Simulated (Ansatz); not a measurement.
CdS:
```xyz
12
Lattice="4.1925 0.0000 0.0000 -2.0963 3.6308 0.0000 0.0000 0.0000 20.5168" Properties=species:S:1:pos:R:3 pbc="T T T"
Cd     0.0000     0.0000    20.5122
Cd     0.0000     0.0000    10.2538
Cd     2.0963     1.2103    17.0958
Cd     0.0000     2.4206     6.8374
Cd     2.0963     1.2103     3.4172
Cd     0.0000     2.4206    13.6756
S      0.0000     0.0000    17.9445
S      0.0000     0.0000     7.6861
S      2.0963     1.2103    14.5277
S      0.0000     2.4206     4.2693
S      2.0963     1.2103     0.8492
S      0.0000     2.4206    11.1076
```

Relaxed with PBE.

Question: Give the Bader charges and basin volumes of the independent atoms, PBE (plane waves, PAW; program Ansatz).

Answer: 

```json
[
 {"atom": "Cd1", "Bader charge (e)": "+0.86", "Bader volume (Å³)": "22.1"},
 {"atom": "Cd3", "Bader charge (e)": "+0.86", "Bader volume (Å³)": "21.7"},
 {"atom": "Cd5", "Bader charge (e)": "+0.86", "Bader volume (Å³)": "22.0"},
 {"atom": "S7", "Bader charge (e)": "-0.86", "Bader volume (Å³)": "30.3"},
 {"atom": "S9", "Bader charge (e)": "-0.85", "Bader volume (Å³)": "30.1"},
 {"atom": "S11", "Bader charge (e)": "-0.86", "Bader volume (Å³)": "29.9"}
]
```

Space group P6_3mc. The cell is a constructed one: a structure type filled with these elements. Its sites differ from those of the usual phase in this space group: another stacking or structure type. The cell was relaxed with PBE under the symmetry of its start; its stability against distortions is not shown here.

Potentials: the later of the program's two PAW sets.
